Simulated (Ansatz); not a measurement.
An ordered 8-atom cell of AlB₃P₄ on the zincblende lattice (Cm), relaxed with r2SCAN. The symmetry is Cm (No. 8, monoclinic); conventional cell a = 11.236 Å, b = 3.349 Å, c = 5.926 Å, β = 99.4°, 13.75 Å³ an atom. B has 4 P at 1.98–2.09 Å; B has 4 P at 1.97–2.07 Å; B has 4 P at 1.94–2.02 Å; Al has 4 P at 2.24–2.30 Å; P has 3 B at 2.04–2.07 Å and 1 Al at 2.30 Å; P has 4 B at 2.02–2.09 Å; P has 3 B at 1.98–2.00 Å and 1 Al at 2.27 Å; P has 2 B at 1.94–1.97 Å and 2 Al at 2.24 Å.

```xyz
8
Lattice="5.6177 -1.6747 0.0239 5.6177 1.6747 0.0239 -0.9968 0.0000 5.8416" Properties=species:S:1:pos:R:3 pbc="T T T"
B    -0.0600    0.0000   -0.0749
B     5.1597    0.0000    3.0066
B     2.0806    0.0000    4.3899
Al    8.1552    0.0000    1.4918
P     5.8933    0.0000    1.0689
P     0.0942    0.0000    4.0235
P     8.2543    0.0000    5.3510
P     3.1999    0.0000    2.8045
```

The questions ask for values computed with Ansatz on this geometry. Values at 0 K without nuclear motion; spin polarisation is off, and the phase may be a hypothetical one.

**Question.** Is there a gap with r2SCAN, and of what kind?

**Answer.** With r2SCAN the valence top lies at Γ and the conduction bottom at k = (0.138, -0.427, 0.432), 0.72 eV higher; the smallest vertical gap, at k = (3/8, 3/8, -1/4), is 1.07 eV.

**Question.** Estimate the gap with HSE06 on 4×4×4.

**Answer.** The HSE06 gap is indirect, 1.21 eV (Γ to k = (0.138, -0.427, 0.432)), below the direct gap of 1.59 eV at k = (3/8, 3/8, -1/4). The gap differs by +0.49 eV from r2SCAN's.

**Question.** How does the gap change from r2SCAN to PBE0 (4×4×4)?

**Answer.** With PBE0 the valence top lies at Γ and the conduction bottom at k = (0.138, -0.427, 0.432), 1.90 eV higher; the smallest vertical gap, at k = (3/8, 3/8, -1/4), is 2.30 eV. The gap differs by +1.18 eV from r2SCAN's.

**Question.** Roughly how does the cost of the HSE06 run (4×4×4) compare with r2SCAN's (8×8×4)?

**Answer.** About 7 times as much (6 core-minutes against 50 core-seconds, on 4 threads of Arm Neoverse V2, on a shared host).

**Question.** What do these levels agree on?

**Answer.** Among these functionals the gap stays indirect.

Where an edge lies off the special points, it is a point of the mesh or the k point where a search put PBE's edge or least direct gap, reused for the other functionals, whose own edges may lie a little apart.

Coordinates of k points refer to the reciprocal vectors of the primitive cell of the runs.

The meshes of the hybrids are coarse, so their gaps aren't converged to the digits shown.

PBE's own run along the path (0.53 eV) came before the search for the edges and missed one, so it isn't listed.
